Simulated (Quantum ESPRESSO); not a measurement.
```xyz
4
Lattice="3.7282 0.0000 0.0000 0.0000 3.7282 0.0000 0.0000 0.0000 15.3000" Properties=species:S:1:pos:R:3 pbc="T T T"
O      0.0000     1.8641     0.0000
O      1.8641     0.0000     0.0000
Sn     0.0000     0.0000     1.1894
Sn     1.8641     1.8641    -1.1894
```

The PBEsol cell relaxed from Materials Project entry mp-2097 was given a biaxial strain of -1.5 % in the plane, and the atoms were relaxed again, with the Coulomb interaction truncated along z.

Q: What does PBE (stringent potentials; pw.x of Quantum ESPRESSO, ONCV potentials, scalar-relativistic) give for the electronic structure near the Fermi level?

A: The PBE gap is indirect, 3.10 eV, from 55 % of the way from M to Γ to 18 % of the way from M to Γ; the smallest direct gap is 3.33 eV. The valence-band maximum lies 5.51 eV below the vacuum level. Spin-orbit splittings are left out.

This is a model layer cut from the bulk structure; whether it is stable on its own was not checked.
